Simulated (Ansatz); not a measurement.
The start is a randomly generated symmetric cell of CsPbBr3 (space group No. 47). The structure is fully relaxed (lattice and positions, P = 0) with PBE (plane waves to 420 eV, PAW, scalar-relativistic; Ansatz, a first-principles code). The first steps use a coarse 5×4×3 k-mesh.

Initial structure:
```
CELL_PARAMETERS angstrom
      5.17703     0.00000     0.00000
      0.00000     5.63760     0.00000
      0.00000     0.00000     7.77683
ATOMIC_POSITIONS crystal
  Br 0.50000 0.00000 0.73666
  Br 0.50000 0.00000 0.26334
  Br 0.00000 0.00000 0.00000
  Cs 0.50000 0.50000 0.50000
  Pb 0.50000 0.00000 0.00000
```

### Question
Which atoms feel the largest initial force, and how large is it?

### Answer
18.72 eV/Å, on Br1, Br2 (atoms numbered as listed).

### Question
How does the volume change?

### Answer
+49.4 %, from 45.39 to 67.80 Å³/atom.

### Question
How do the shortest distances between atoms change?

### Answer
The closest pairs of elements (up to four, under 3.6 Å), start → end: Br–Pb 2.05 → 2.93 Å; Br–Br 3.30 → 4.16 Å; Br–Cs 3.37 → 3.56 Å.

### Question
Write out the relaxed structure.

### Answer

```cif
data_Br3CsPb
_chemical_formula_sum 'Br3 Cs1 Pb1'
_space_group_name_H-M_alt 'Pmmm'
_space_group_IT_number 47
_space_group_name_Hall '-P 2 2'
_cell_length_a 5.56131
_cell_length_b 5.91332
_cell_length_c 10.30911
_cell_angle_alpha 90.000
_cell_angle_beta 90.000
_cell_angle_gamma 90.000
loop_
_atom_site_label
_atom_site_type_symbol
_atom_site_symmetry_multiplicity
_atom_site_Wyckoff_symbol
_atom_site_fract_x
_atom_site_fract_y
_atom_site_fract_z
_atom_site_occupancy
Br1 Br 2 r 0.00000 0.50000 0.28375 1
Br2 Br 1 a 0.00000 0.00000 0.00000 1
Cs1 Cs 1 h 0.50000 0.50000 0.50000 1
Pb1 Pb 1 e 0.00000 0.50000 0.00000 1
```

The space group stays Pmmm (No. 47) (the run could not lower it), with 5 atoms in the primitive cell. Final values are on a 6×6×4 k-mesh of the relaxed cell. No spin polarisation in the result.

The run could not lose the symmetry of its start: the end is stationary, and may be a saddle point rather than a minimum.

The relaxed structure here is a generated cell of CsPbBr3: the first start was made by a random draw of sites in a space group, and the end was not matched to a known phase here, so it may be hypothetical. Known forms of CsPbBr3 include space group No. 62, 221.
